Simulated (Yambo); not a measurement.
SrO (rock salt, space group Fm-3m, No. 225) under isotropic strain of +1 % on all lattice vectors; a = 3.6558 Å, b = 3.6558 Å, c = 3.6558 Å, α = 60.00°, β = 60.00°, γ = 60.00°. With the G0W0 scissor the direct gap on the mesh is 5.27 eV.

Question: Does this run resolve the lowest exciton, and if so, what are its energy and binding? (Yambo, PBEsol bands; 10×10×10 mesh, 3 valence and 1 conduction bands, static screening with 18 bands and a 4 Ry block, scissor 1.96 eV, Tamm-Dancoff.)

Answer: No. The lowest state covers only about 9 of the 1000 k points, so the mesh doesn't resolve it: its energy and its distance from the direct gap are mesh artefacts. An extended exciton needs a far denser mesh. The scissor comes from a G0W0 run whose convergence isn't established. 

Geometry strained from the cell relaxed with PBEsol, atoms relaxed again.
